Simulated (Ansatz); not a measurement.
A relaxed structure of Fe is spoiled in several ways and relaxed again each time (noise and exchanges are one random draw each; pressure is positive under compression). These are r2SCAN (plane waves to 500 eV, PAW, scalar-relativistic; Ansatz, an electronic-structure program) values and carry that method's errors.

Space group Im-3m (No. 229); a = b = c = 2.8650 Å, α = β = γ = 90.00°

| atom | site | symmetry | x | y | z |
|---|---|---|---|---|---|
| Fe | 2a | m-3m | 0.0000 | 0.0000 | 0.0000 |
(The calculation used a cell of 1 atom; values per cell refer to that cell.)

```csv
change,first pressure (GPa),largest first force (eV/Å),released (eV/atom),moves,outcome,final group,E − E(parent) (eV/atom)
"deformed by the Cartesian strain tensor (xx, yy, zz, yz, xz, xy) = (-0.102, -0.006, 0.086, 0.010, -0.040, 0.083)",13.5,0.00,0.19,14,returns to the parent,Im-3m,0.00
"doubled along one cell vector, shaken by Gaussian noise of σ = 0.08 Å a coordinate",2.0,1.11,0.05,7,returns to the parent,Im-3m,0.00
```

First-step values come from each run's starting, coarser k-mesh (15×17×15, 16×16×8). The runs use different k-meshes, so differences are rounded accordingly. Spin states reached: ferromagnetic; spin orders were not searched systematically. r2SCAN tends to overstate moments in metals.
